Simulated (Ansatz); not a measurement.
ZnSnO₃ in space group R3c (No. 161; Zn on 6a, Sn on 6a, O on 18b), plane-wave PAW LDA (Ansatz code). The conduction-band minimum lies at Γ, with 1 equivalent valley. Second derivatives d²E/dk² of the lowest band at one valley (eV·Å²), along Cartesian directions:

| direction | d²E/dk² |
|---|---|
| [100] | 36.57 |
| [010] | 36.57 |
| [001] | 37.40 |
| [110] | 36.57 |
| [101] | 36.99 |
| [011] | 36.99 |

### Question
Find the principal effective masses, the density-of-states mass and the conductivity mass.

### Answer
Off-diagonal terms follow from H_xy = H[110] − (H_xx + H_yy)/2, and m*/mₑ = 7.620 eV·Å² over each eigenvalue: 0.20, 0.21, 0.21. One valley's DOS mass (m₁m₂m₃)^(1/3) = 0.21, conductivity mass 3/(Σ 1/mᵢ) = 0.21 mₑ.

### Question
What effective density of states Nc follows at 300 K for parabolic valleys?

### Answer
Nc = 2.509e19 × 1 × (0.21)^(3/2) ≈ 2.4e18 cm⁻³.

### Question
With the computed static dielectric constant 15.9 (mean of the diagonal), estimate a hydrogenic donor's binding energy and radius.

### Answer
E = 13.606 eV × 0.21/15.9² ≈ 11 meV; a = 0.529 Å × ε/m* ≈ 40 Å. Semilocal masses tend to be too small when the gap is underestimated.

Symmetry was held in the LDA relaxation. Scalar-relativistic: spin–orbit coupling is off unless named, which matters more the heavier the elements.

Potentials: the later of the program's two PAW sets.
